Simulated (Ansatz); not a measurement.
**Property card for Cs4Zn**

Computed with Ansatz, DFT PBE, scalar-relativistic, plane waves, PAW.

Settings: cutoff 420 eV, Γ-centred mesh 6×6×6 on the computed 5-atom cell, Gaussian smearing of 0.10 eV; no spin polarisation.

The structure is relaxed at this level of theory with its symmetry kept, and needn't be the ground state of this composition.

Space group Pm-3m (No. 221), cubic, a = 7.699 Å. Cs on a site of symmetry 4/mmm has 2 Zn at 3.85 Å and 12 Cs at 5.44 Å; Cs on a site of symmetry m-3m is surrounded by 12 Cs at 5.44 Å; Zn is surrounded by 6 Cs at 3.85 Å.

| Property | Result |
| --- | --- |
| Volume per atom | 615.9 bohr³ |
| Formation energy from the elements' standard states (uncorrected) | +0.081 eV/atom |
| Kohn–Sham band gap | none (metal) |
| Density of states at the Fermi level | 4.9 states/eV per cell |
| Orbital (Löwdin) character within 0.5 eV of the Fermi level | Cs 6s 75 %, unprojected 22 % |
| Bader charge by site (e) | Cs (3 in the cell) 0.24, Cs (1 in the cell) 0.16, Zn (1 in the cell) -0.87 |

Spin-orbit coupling is left out, which matters for the bands of heavy elements.

The cell was found from a structure generator's guess, not taken from experiment. Löwdin shares on free-atom orbitals overweight diffuse shells.
